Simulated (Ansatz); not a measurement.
Given:

AlBN$_{2}$:
Space group P3m1 (No. 156); a = b = 2.8498 Å, c = 4.6647 Å, α = β = 90.00°, γ = 120.00°

| atom | site | symmetry | x | y | z |
|---|---|---|---|---|---|
| B | 1b | 3m. | 0.3333 | 0.6667 | 0.0191 |
| N | 1b | 3m. | 0.3333 | 0.6667 | 0.3442 |
| Al | 1c | 3m. | 0.6667 | 0.3333 | 0.5007 |
| N | 1c | 3m. | 0.6667 | 0.3333 | 0.9060 |

This is the PBEsol-relaxed structure.

### Question
All from PBEsol in the plane-wave PAW code Ansatz, unless another level is named. Predict the Born charges (a third of the trace).

### Answer
B +2.17, N -2.46 to -2.33, Al +2.62 e.

### Question
Predict the static dielectric constant ε0 (ions relaxed, cell fixed).

### Answer
11.3 (xx = yy), 8.52 (zz).

### Question
And the largest static χ(2) component?

### Answer
8.3 pm/V.

### Question
And the electronic dielectric constant ε∞ (DFPT)?

### Answer
4.94 (xx = yy), 4.95 (zz).

The start of the workflow was typed in or built on a structure type; neither database checked (COD, Materials Project) lists it. Whether it is the stable phase at ambient conditions was not checked. The cell was relaxed with PBEsol under the symmetry of its start; whether a distortion lowers the energy is not shown.

Potentials: the earlier of the program's two PAW sets. The files were generated under PBE; for other functionals the program regenerates the frozen cores, and for LDA and PBEsol the local potential too.
